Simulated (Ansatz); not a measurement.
**Structure relaxation, YN**

The start is a relaxed YN cell, doubled along one cell vector, shaken by Gaussian noise of σ = 0.08 Å a coordinate. The structure is fully relaxed (lattice and positions, P = 0) with r2SCAN (plane waves to 500 eV, PAW, scalar-relativistic; Ansatz, a quantum-chemistry and plane-wave program).

Ansatz input:
Ansatz 0.2 input:
```yaml
crystal:
  lattice:
    - [0, 2.4478650113, 2.4478650113]
    - [4.8957300226, 0, 4.8957300226]
    - [2.4478650113, 2.4478650113, 0]
  atoms:
    - { symbol: N, position: [-0.0631364016, 0.0051133283, 0.0340534495] }
    - { symbol: N, position: [-0.024335483, 0.4853582361, -0.0008282816] }
    - { symbol: Y, position: [0.4459765929, 0.2470442834, 0.5196309824] }
    - { symbol: Y, position: [0.4939705798, 0.7436680453, 0.5106933533] }
basis: { ecutwfc: 500, ecutrho_ratio: 4, xc_grid: 4, fft_grid_basis: typed }
kpoints: { mp_grid: { grid: [12, 6, 12] } }
hamiltonian:
  xc: r2scan
  dispersion: none
  pseudopotentials: { kind: paw }
scf: { occupations: { method: fermi_dirac, width: 0.05 } }
relax: { f_tol: 0.01, max_steps: 100, cell: { stress_tol: 0.02 } }
output: { forces: true, stress: true }
```

### Question
What pressure does the first self-consistent step give?

### Answer
+1.0 GPa (positive: the cell is compressed).

### Question
Which atoms feel the largest initial force, and how large is it?

### Answer
1.11 eV/Å, on N2 (atoms numbered as listed).

### Question
Is the parent structure recovered?

### Answer
It relaxes back to the parent, Fm-3m (No. 225).

### Question
How do the shortest distances between atoms change?

### Answer
The closest pairs of elements (up to four, under 3.6 Å), start → end: N–Y 2.34 → 2.45 Å; N–N 3.33 → 3.46 Å; Y–Y 3.37 → 3.46 Å.

It ends as:

Space group Fm-3m (No. 225); a = b = c = 4.896 Å, α = β = γ = 90.00°

```tsv
atom	site	symmetry	x	y	z
N	4a	m-3m	0.0000	0.0000	0.0000
Y	4b	m-3m	0.5000	0.5000	0.5000
```
(The calculation used a cell of 2 atoms; values per cell refer to that cell.)

No spin polarisation in the result.
